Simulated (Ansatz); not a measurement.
VBiO$_{4}$:
```
CELL_PARAMETERS angstrom
     -3.65169     3.65169     3.22076
      3.65169    -3.65169     3.22076
      3.65169     3.65169    -3.22076
ATOMIC_POSITIONS crystal
  V  0.25000 0.75000 0.50000
  V  0.50000 0.50000 0.00000
  Bi 0.00000 0.00000 0.00000
  Bi 0.75000 0.25000 0.50000
  O  0.66910 0.48804 0.81894
  O  0.23804 0.91910 0.31894
  O  0.66910 0.85015 0.18106
  O  0.60015 0.91910 0.68106
  O  0.08090 0.39985 0.31894
  O  0.51196 0.33090 0.18106
  O  0.08090 0.76196 0.68106
  O  0.14985 0.33090 0.81894
```

Relaxed with r²SCAN. Special points in fractions of this cell's reciprocal vectors: Γ (0.000, 0.000, 0.000); X (0.000, 0.000, 0.500); M (-0.500, 0.500, 0.500); Z (0.444, 0.444, -0.444); Z0 (-0.444, 0.556, 0.444); P (0.250, 0.250, 0.250); N (0.000, 0.500, 0.000).

Question: List the band energies nearest the valence-band maximum at these points for r²SCAN with spin–orbit coupling (plane waves, PAW; program Ansatz).

Answer: In eV from the valence-band maximum; about four levels below and three above (degenerate sets whole), none deeper than 8.9 eV; points with the same levels are listed once.

```json
[
 {"k": "Γ", "below": "-0.89 -0.89 -0.67 -0.67", "above": "3.21 3.21 3.66 3.66"},
 {"k": "X", "below": "-0.70 -0.70 -0.70 -0.70", "above": "3.30 3.30 3.30 3.30"},
 {"k": "M", "below": "-0.78 -0.78 -0.78 -0.78", "above": "3.23 3.23 3.23 3.23"},
 {"k": "Z", "below": "-1.13 -1.13 -0.41 -0.41", "above": "3.04 3.04 3.29 3.29"},
 {"k": "P", "below": "-0.40 -0.40 -0.37 -0.37", "above": "2.86 2.86 2.98 2.98"},
 {"k": "N", "below": "-0.81 -0.81 -0.22 -0.22", "above": "2.74 2.74 3.17 3.17"}
]
```

Space group I4_1/amd. The first step of the workflow began from a Materials Project structure, measured or hypothetical; the Crystallography Open Database files this formula in space group No. 141, but the cells were not matched. It is not the phase usual at ambient conditions (space group No. 88). The cell was relaxed with r²SCAN under the symmetry of its start; its stability against distortions is not shown here. No spin polarisation was allowed. No Hubbard U is applied.

Potentials: the later of the program's two PAW sets.
